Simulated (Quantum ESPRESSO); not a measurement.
# Moving one atom in BSi2PC4

Calculated results; nothing here was measured. They come from pw.x of Quantum ESPRESSO 7.5, a plane-wave density functional program, with PseudoDojo standard norm-conserving files (v0.5 for PBE, v0.4.1 for LDA and PBEsol). The cells are made up: elements, strain and atom displacements were drawn at random, and nothing was relaxed. There is no spin polarisation, spin-orbit coupling or dispersion term.

The cell has 8 sites of a zincblende or diamond lattice. Sites 1 to 4 hold B Si Si P; sites 5 to 8 hold C C C C. Cell vectors in Å: (4.312, -0.031, 0.004); (-0.031, 4.405, -0.071); (0.004, -0.071, 4.328). Settings: PBE, cutoff 1116 eV, 4 x 4 x 4 k mesh shifted by half a step, Fermi-Dirac smearing of 0.025 eV.

Each run shifts the Si atom on site 2 along y and leaves all else fixed. Site 6 is one of its nearest neighbours. E is the free energy of the cell above the lowest run shown.

| run | shift (Å) | Fy on site 2 (eV/Å) | Fy on site 6 (eV/Å) | P (GPa) | E (meV) |
| --- | --- | --- | --- | --- | --- |
| 1 | -0.0945 | 3.558 | -0.048 | -7.70 | 268.5 |
| 2 | -0.0174 | 1.804 | 0.382 | -8.19 | 61.2 |
| 3 | 0.0157 | 1.030 | 0.589 | -8.30 | 14.3 |
| 4 | 0.0301 | 0.691 | 0.683 | -8.32 | 1.9 |
| 6 | 0.0857 | -0.622 | 1.065 | -8.31 | 0.0 |
| 7 | 0.0967 | -0.882 | 1.144 | -8.29 | 8.3 |
| 5 | 0.0547 | ? | ? | ? | ? |

A rerun of one of these cells at 1347 eV and k mesh 6 x 6 x 6 moved values by no more than 0.005 eV in the cell's energy, 0.08 GPa in stress and 0.003 eV/Å in force.

## Worked fit

A parabola through the six runs shown gives Fy on site 2 = 1.397 - 23.23 u - 3.7 u² eV/Å, with u in Å and a scatter of 0.004 eV/Å. Minus the slope, 23.23 ± 0.17 eV/Å², is this atom's force constant along y at u = 0, with its periodic images moving too. The fitted force vanishes at u = 0.060 Å, where the energy should be lowest along this line. The error is the larger of the fit's own and the change that a cubic makes, rounded up.

## Withheld run

Question: what Fy on site 2 should run 5 give?

The fit gives 0.115 eV/Å. The calculation gave 0.110 eV/Å.

| run | shift (Å) | Fy on site 2 (eV/Å) | Fy on site 6 (eV/Å) | P (GPa) | E (meV) |
| --- | --- | --- | --- | --- | --- |
| 5 | 0.0547 | 0.110 | 0.848 | -8.34 | -7.9 |